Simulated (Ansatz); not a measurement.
**LaSb (Fm-3m): elasticity against pressure**

```
La Sb
1.0
     0.00000    3.22656    3.22656
     3.22656    0.00000    3.22656
     3.22656    3.22656    0.00000
La Sb
1 1
Direct
  0.00000 0.00000 0.00000
  0.50000 0.50000 0.50000
```

This is the zero-pressure cell. At each pressure cell and atoms are relaxed in this structure, and the constants are slopes of the stress at strains of ±0.005 with relaxed ions (the coefficients that govern stability under load). Level: PBEsol, PAW on Ansatz 0.2.0's default frozen-core files (fitted under PBE), scalar-relativistic; k mesh 12×12×12, strains of ±0.005, Fermi-Dirac smearing of 0.050 eV, cutoff 420 eV. P is the pressure of the relaxed cell, less that of this one.

| P (GPa) | V/V₀ | C11 (GPa) | C12 (GPa) | C44 (GPa) |
| --- | --- | --- | --- | --- |
| 0.00 | 1.0000 | 143.0 | 14.1 | 18.1 |
| 1.00 | 0.9833 | 153.9 | 14.8 | 17.7 |
| 2.01 | 0.9675 | 164.7 | 15.5 | 17.3 |
| 4.06 | 0.9394 | 185.8 | 16.9 | 16.5 |
| 6.98 | ? | ? | ? | ? |
| 10.01 | 0.8749 | 242.4 | 21.2 | 13.5 |
| 14.98 | 0.8339 | 285.3 | 25.7 | 10.8 |

Question: Does the bulk modulus from the constants agree with the pressure-volume curve?

Answer: A third-order Birch-Murnaghan fit to the volumes shown (F against f, f = [(V₀/V)^(2/3) − 1]/2) gives B₀ = 57.1 GPa and B′ = 4.0. Its −V dP/dV stands beside (C11 + 2C12)/3:

```
P (GPa)  from P(V)  from the constants
   0.00       57.1                57.1
   1.00       61.1                61.1
   2.01       65.1                65.2
   4.06       73.0                73.2
  10.01       95.1                95.0
  14.98      113.0               112.2
```

Question: What are the pressure derivatives at zero pressure?

Answer: Slopes at V₀ of quadratic fits in −ln(V/V₀) through the first four rows shown, divided by B₀: dC11/dP = 11.0, dC12/dP = 0.7, dC44/dP = -0.4. The mean slopes up to 2.0 GPa are 10.8, 0.7, -0.4; curvature and scatter of the constants part the two. The combination (dC11/dP + 2 dC12/dP)/3 = 4.1 stands against B′.

Question: Fill the row at 6.98 GPa.

Answer: Cubic fits in −ln(V/V₀) through all rows shown give C11 = 214.5, C12 = 18.9, C44 = 15.1 GPa. Computed: V/V₀ = 0.9051, C11 (GPa) = 214.5, C12 (GPa) = 19.0, C44 (GPa) = 15.1.

Question: Does a shear stiffness soften?

Answer: C44 goes from 18.1 to 10.8 GPa; (C11 − C12)/2 goes from 64.5 to 129.8 GPa. C44 softens under pressure, though the lattice stays mechanically stable over this range.

Known limits: no other phase was computed; many crystals of this kind change structure within this range, and rows or crossings beyond such a change describe a metastable lattice; frozen-core PAW files fitted under PBE, their cores solved anew for the functional of the run; responses of metals move with mesh and smearing; the softest shear constant rests on one k mesh, and a soft shear can herald a distortion on cooling; phonons weren't checked at these pressures.
